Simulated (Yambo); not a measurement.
Material: LiCl (rock salt, space group Fm-3m, No. 225) under isotropic strain of -1.5 % on all lattice vectors; a = b = c = 3.5262 Å, α = β = γ = 60.00° (2 atoms in the cell). The PBEsol cell relaxed from Materials Project entry mp-22905 was given an isotropic strain of -1.5 % on all lattice vectors, and the atoms were relaxed again.

With norm-conserving PBEsol (Quantum ESPRESSO, 74 Ry, no spin-orbit coupling), the gap between the mesh's edge points (Γ → L) is 6.623 eV.

Question: Estimate the G0W0 gap between the same points from Yambo (6×6×6 Γ-centred k mesh, bands 2 to 71 and a 10 Ry block in the screening, 71 bands in G with the Bruneval-Gonze terminator, plasmon pole fitted at 27.2 eV).

Answer: The correction is 2.969 eV, giving 9.591 eV, 1.4 times the PBEsol value. Among the k points computed, the smallest G0W0 gap is 9.52 eV, Γ → Γ. Convergence of the G0W0 settings was not tested.
